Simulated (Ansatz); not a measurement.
# Computed properties of GaP

GaP:
```cif
data_Ga6P6
_chemical_formula_sum 'Ga6 P6'
_space_group_name_H-M_alt 'P 1'
_space_group_IT_number 1
_cell_length_a 6.78478
_cell_length_b 6.78478
_cell_length_c 6.78478
_cell_angle_alpha 90.000
_cell_angle_beta 90.000
_cell_angle_gamma 90.000
loop_
_space_group_symop_operation_xyz
  'x, y, z'
loop_
_atom_site_label
_atom_site_type_symbol
_atom_site_fract_x
_atom_site_fract_y
_atom_site_fract_z
_atom_site_occupancy
Ga1 Ga 0.25000 0.00000 0.50000 1
Ga2 Ga 0.50000 0.25000 0.00000 1
Ga3 Ga 0.50000 0.75000 0.00000 1
Ga4 Ga 0.75000 0.00000 0.50000 1
Ga5 Ga 0.00000 0.50000 0.75000 1
Ga6 Ga 0.00000 0.50000 0.25000 1
P1 P 0.25000 0.50000 0.00000 1
P2 P 0.00000 0.25000 0.50000 1
P3 P 0.00000 0.75000 0.50000 1
P4 P 0.75000 0.50000 0.00000 1
P5 P 0.50000 0.00000 0.75000 1
P6 P 0.50000 0.00000 0.25000 1
```

Space group Pm-3n (No. 223); conventional cell a = b = c = 6.7848 Å, α = β = γ = 90.00°.

Method: the program Ansatz at the PBE level (PAW). Structure relaxed to zero pressure with the same functional. Other levels are named where they apply.

### Cell and energy

- Volume per atom: 26.03 Å³
- Density: 3.21 g/cm³
- Formation energy from the elements (no fitted shifts): -0.26 eV/atom

### Electronic structure

* **Band gap**: 0.96 eV (indirect)
* **Valence-band maximum**: at Γ
* **Conduction-band minimum**: on the Γ–X line, 72 % of the way from Γ (6 equivalent valleys)
* **Smallest direct gap on the standard path**: 1.10 eV
* **Electron effective mass**: 0.33, 0.33, 0.94 mₑ (principal values)
* **Electron effective mass with spin–orbit coupling**: 0.33, 0.33, 0.95 mₑ (principal values)
* **Hole effective mass, band 1 of 3 at the edge**: 1.9 along [100], 1.9 along [110], 0.46 along [111] (mₑ)
* **Hole effective mass, band 2 of 3 at the edge**: 1.9 along [100], 0.33 along [110], 0.46 along [111] (mₑ)
* **Hole effective mass, band 3 of 3 at the edge**: 0.072 along [100], 0.087 along [110], 0.094 along [111] (mₑ)
* **Hole effective mass with spin–orbit coupling, band 1 of 2 at the edge**: 1.9 along [100], 0.59 along [110], 0.46 along [111] (mₑ)
* **Hole effective mass with spin–orbit coupling, band 2 of 2 at the edge**: 0.11 along [100], 0.12 along [110], 0.13 along [111] (mₑ)
* **Gap with spin–orbit coupling**: 0.93 eV

### Mechanics

- Bulk modulus (Birch–Murnaghan fit) = 58.5 GPa
- Pressure derivative B′ = 4.5

The start of the workflow was typed in or built on a structure type; neither database checked (COD, Materials Project) lists it. It is not the phase usual at ambient conditions (space group No. 216). Symmetry was held in the PBE relaxation; whether a distortion lowers the energy is not shown. The volume moved by 26 % from the start of the relaxation. The references are the lowest solids computed at this level, not always the standard phases. Spin–orbit coupling is left out wherever it is not named.

Potentials: the earlier of the program's two PAW sets.
